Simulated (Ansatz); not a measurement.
An Ansatz input:

```yaml
crystal:
  lattice:
    - [-2.0916445576, 2.0916445576, 2.0916445576]
    - [2.0916445576, -2.0916445576, 2.0916445576]
    - [2.0916445576, 2.0916445576, -2.0916445576]
  atoms:
    - { symbol: Yb, position: [0.0, 0.0, 0.0] }
hamiltonian:
  xc: r2scan
  pseudopotentials:
    kind: paw
    azcp:
      Yb: "pseudopotentials/Yb.paw.azcp"
basis:
  ecutwfc: 500
  fft_grid_basis: typed
kpoints:
  mp_grid: { grid: [12, 12, 12], shift: [0, 0, 0] }
magnetization:
  spin_polarized: false
scf:
  occupations: { method: fermi_dirac, width: 0.1 }
  lower_state_search: "off"
output:
  stress: true
  write_density: true
  write_potential: true
  elf: true
  volumetric_format: npy
```

and its output:

```
Engine: ansatz 0.2.0, x86_64-unknown-linux-gnu
Pseudopotentials: kind: paw
Pseudopotential: Yb, paw, valence charge 24, recommended cutoff 500 eV (meta_gga) 
Functional definition: r2SCAN
  parameter k0 = 0.174
  parameter k1 = 0.065
  parameter a1 = 4.9479
  exchange = r2scan_x(k0 = k0, k1 = k1, a1 = a1)
  correlation = r2scan_c
Crystal: 1 atoms, lattice volume = 36.604 Å³
Basis set: ecut = 500 eV, 959 PW (Γ), exchange–correlation on 108×108×108 points (64 copies of the dense FFT grid, shifted against one another)
Bands: 16, of which v1, the nominal top of the filled ones, is band 12 counted from 1 (11 counted from 0)
Symmetry: 48 space group operations
Space group: Im-3m (ITA 229), of the structure as read, at distance tolerance 3.3e-5 Å
k-points: 72 of 1728
Non-local potential: Yb, projectors of the file, l = 0: 3, l = 1: 2, l = 2: 2, l = 3: 3
PAW form: soft (Blöchl's): semilocal exchange-correlation on the pseudo side does not see the compensation charge
PAW frozen core: Yb, regenerated for the run's functional (the file was generated under x = pbe(κ = 0.804, μ = 0.2195149727645171), c = pbe(β = 0.06672455060314922))
PAW one-centre angular grid: Yb, 2702 points (default); XC on 160 Gauss nodes
Initial density: superposition of atomic densities (neutral atoms: chi_scale 0, normalization atom), corrected by the library's trained network
Initial wavefunctions: pseudopotential atomic-orbital guess
Functional: x = r2scan, c = r2scan; τ floored in thin density (d = 2e-4 eV/Å³)
SCF iter   1: F=-13805.175627 eV  HF=-13805.926516 eV  |F-HF|=7.51e-1  |Δ(HF+E_count)|=         —  Δρ=3.73e-2  dr2=4.41e-1  dr2_τ=1.25e-3  ethr=1.77e-3  ⟨swp⟩=5.5  Hψ=6208  notcnv=0
SCF iter   2: F=-13770.417674 eV  HF=-13807.265178 eV  |F-HF|=3.68e1  |Δ(HF+E_count)|=    1.34e0  Δρ=2.91e-1  dr2=2.55e1  dr2_τ=2.85e-2  ethr=1.77e-3  ⟨swp⟩=4.1  Hψ=3930  notcnv=0  defer=4  recentre
SCF iter   3: F=-13805.532243 eV  HF=-13805.900026 eV  |F-HF|=3.68e-1  |Δ(HF+E_count)|=    1.37e0  Δρ=2.61e-2  dr2=2.21e-1  dr2_τ=8.64e-4  ethr=1.77e-3  ⟨swp⟩=3.4  Hψ=3667  notcnv=0
SCF iter   4: F=-13805.868805 eV  HF=-13805.872832 eV  |F-HF|=4.03e-3  |Δ(HF+E_count)|=   2.72e-2  Δρ=4.61e-3  dr2=6.93e-3  dr2_τ=9.47e-5  ethr=9.19e-4  ⟨swp⟩=2.9  Hψ=2740  notcnv=0
SCF iter   5: F=-13805.874018 eV  HF=-13805.875208 eV  |F-HF|=1.19e-3  |Δ(HF+E_count)|=   2.38e-3  Δρ=1.69e-3  dr2=9.52e-4  dr2_τ=6.19e-5  ethr=2.89e-5  ⟨swp⟩=1.9  Hψ=1816  notcnv=0
SCF iter   6: F=-13805.838619 eV  HF=-13805.878064 eV  |F-HF|=3.94e-2  |Δ(HF+E_count)|=   2.86e-3  Δρ=1.00e-2  dr2=3.15e-2  dr2_τ=2.56e-5  ethr=3.97e-6  ⟨swp⟩=2.1  Hψ=2358  notcnv=0  recentre
SCF iter   7: F=-13805.858323 eV  HF=-13805.876849 eV  |F-HF|=1.85e-2  |Δ(HF+E_count)|=   1.22e-3  Δρ=6.84e-3  dr2=1.47e-2  dr2_τ=7.73e-6  ethr=3.97e-6  ⟨swp⟩=2.7  Hψ=2133  notcnv=0
SCF iter   8: F=-13805.870171 eV  HF=-13805.876116 eV  |F-HF|=5.94e-3  |Δ(HF+E_count)|=   7.32e-4  Δρ=3.86e-3  dr2=4.63e-3  dr2_τ=3.70e-6  ethr=3.97e-6  ⟨swp⟩=1.7  Hψ=1924  notcnv=0
SCF iter   9: F=-13805.875367 eV  HF=-13805.875786 eV  |F-HF|=4.19e-4  |Δ(HF+E_count)|=   3.30e-4  Δρ=1.01e-3  dr2=3.34e-4  dr2_τ=6.59e-7  ethr=3.97e-6  ⟨swp⟩=2.0  Hψ=2004  notcnv=0
SCF iter  10: F=-13805.875768 eV  HF=-13805.875766 eV  |F-HF|=1.70e-6  |Δ(HF+E_count)|=   1.98e-5  Δρ=7.33e-5  dr2=1.94e-6  dr2_τ=1.44e-7  ethr=1.39e-6  ⟨swp⟩=1.0  Hψ=1800  notcnv=0
SCF iter  11: F=-13805.875770 eV  HF=-13805.875771 eV  |F-HF|=1.18e-6  |Δ(HF+E_count)|=   4.45e-6  Δρ=9.87e-5  dr2=2.17e-6  dr2_τ=1.36e-8  ethr=8.10e-9  ⟨swp⟩=2.0  Hψ=2022  notcnv=0
SCF iter  12: F=-13805.875771 eV  HF=-13805.875771 eV  |F-HF|=2.90e-9  |Δ(HF+E_count)|=   1.45e-7  Δρ=5.22e-6  dr2=1.22e-8  dr2_τ=7.85e-10  ethr=4.17e-10  ⟨swp⟩=8.3  Hψ=8993  notcnv=0
SCF 1 converged in 12 iterations: F = -13805.875771 eV  dr2 = 1.22e-8
SCF converged after 12 iterations
Free energy (F): -13805.875771 eV
Harris-Foulkes:  -13805.875771 eV  (|F-HF|=2.90e-9)
Internal energy: -13805.791916 eV  (E = F + TS)
E sigma→0 (E₀):  -13805.833843 eV
Entropy (-TS):   -0.083855 eV (-83.855 meV/atom)
Fermi energy:    10.375288 eV
--- Per-component energies (eV) ---
  E_band       = -19.061157
  E_kinetic    = 353.924495
  E_local      = -6324.562409  (includes V_loc(G=0)·N_el)
  E_nonlocal   = 544.447721
  E_hartree    = 2749.862395
  E_xc         = -159.759748
  E_vxc        = -227.815222  (∫ρ·V_xc dr)
  E_paw        = -7362.804515  (= ΣΔE_a)
  E_vpaw       = 121.063548  (= ΣTr[D̂ρ^β])
  E_aug_tail   = 0.000002  (compensation charges beyond the density's cutoff)
  E_vtau       = 14.146991  (kinetic-family band-sum trace: ∫τ·v_τ [+ j·A + Jᵃ·Aᵃ] dr)
  E_ewald      = -3607.749064
  E_core_change = 0.849206  (= ΣΔE_core)
  E_smearing   = -0.083855  (= −TS)
  E_closure    = -0.000000  (closes the sum)
  Σ components = -13805.875771   (vs F -13805.875771, Δ=0.00e0)
--- Stress (GPa, compression-positive) ---
       -1.439619       0.000000      -0.000000
        0.000000      -1.439619       0.000000
        0.000000      -0.000000      -1.439619
  P = ⅓ Tr σ = -1.4396 GPa (-14.396 kbar)
--- Band table (eV; the first three rows and the last of 72) ---
  k-point 0: bands = ["-42.9701", "-14.5505", "-14.5505", "-14.5505", "5.0424", "9.8107", "9.8107", "9.8107", "9.8998", "9.8998", "9.8998", "9.9106", "13.6147", "13.6147", "13.6147", "15.4535"]
  k-point 1: bands = ["-42.9689", "-14.5730", "-14.5576", "-14.5506", "5.2165", "9.8116", "9.8125", "9.8152", "9.8947", "9.8960", "9.8972", "9.9050", "13.4619", "13.5110", "13.7901", "15.2304"]
  k-point 2: bands = ["-42.9657", "-14.6338", "-14.5769", "-14.5508", "5.7203", "9.8148", "9.8159", "9.8288", "9.8744", "9.8819", "9.8922", "9.9036", "13.0527", "13.0862", "14.3034", "15.0281"]
  k-point 71: bands = ["-42.9392", "-14.7764", "-14.7764", "-14.7764", "9.7702", "9.8188", "9.8188", "9.8188", "9.8268", "9.8268", "9.9420", "9.9420", "9.9420", "15.7479", "15.7479", "15.7479"]
```

Launched by

```sh
ansatz run input.yaml --threads 1 --pin off --max-ram 3584MiB --backend cpu --events-out ev --progress --plain --runs-dir out
```

On 1 thread of Intel(R) Xeon(R) Platinum 8259CL CPU @ 2.50GHz (Skylake/Cascade Lake) (shared host) this took about 13 s of wall time and 13 s of CPU time.
